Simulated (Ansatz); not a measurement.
Starting cell, CsCdCl3 (cubic perovskite):

```
CELL_PARAMETERS angstrom
     10.22621     0.00000     0.00000
      5.11311     5.11311     0.00000
      5.11311     0.00000     5.11311
ATOMIC_POSITIONS crystal
  Cs 0.00000 0.00000 0.00000
  Cs 0.50000 0.00000 0.00000
  Cd 0.75000 0.50000 0.50000
  Cd 0.25000 0.50000 0.50000
  Cl 0.50000 0.50000 0.50000
  Cl 0.00000 0.50000 0.50000
  Cl 0.00000 0.00000 0.50000
  Cl 0.50000 0.00000 0.50000
  Cl 0.00000 0.50000 0.00000
  Cl 0.50000 0.50000 0.00000
```

The atoms are displaced by Q × the pattern below (from a DFPT mode at R = (0.5, 0.5, 0.5), largest move 1; Q in Å), at fixed cell. (q is in reciprocal vectors of the primitive cell; the cell shown is doubled to hold the pattern.)

```csv
atom,x,y,z
Cl5,-1.000,0.000,0.000
Cl6,1.000,0.000,0.000
Cl7,0.000,-1.000,0.000
Cl8,0.000,1.000,0.000
Cl9,0.000,0.000,-1.000
Cl10,0.000,0.000,1.000
```

Atoms not listed stay in place.

Level of theory: LDA (plane waves to 420 eV, PAW, scalar-relativistic; Ansatz, a quantum-chemistry and plane-wave program). k mesh 7×7×7 (Γ-centred), Fermi-Dirac smearing 0.05 eV. Energies are smeared free energies. CsCdCl3 was relaxed with its symmetry unable to fall. ΔE is measured from the undisplaced structure.

```csv
Q (Å),ΔE (meV/cell)
-0.180,withheld
-0.150,862
-0.120,547
-0.090,305
-0.060,135
-0.030,34
0.000,0
0.030,34
0.060,135
0.090,305
0.120,547
0.150,862
0.180,withheld
```

Question: Fit an even polynomial form (powers 2, 4) to the given rows and predict ΔE at Q = 0.180.

Answer: Least squares on the 11 given rows: ΔE = (37350)·Q² + (42950)·Q⁴, in meV/cell with Q in Å; root-mean-square residual 0.2 meV/cell. At 0.180 the fit gives 1255 meV/cell; the calculation gives 1256 meV/cell, so the extrapolation is off by -1 (-0.1 %). The quadratic term alone would give 1210 meV/cell.

(A displaced cell: forces are minus the slopes of the energy, force constants its curvatures, and phonons follow from these.)
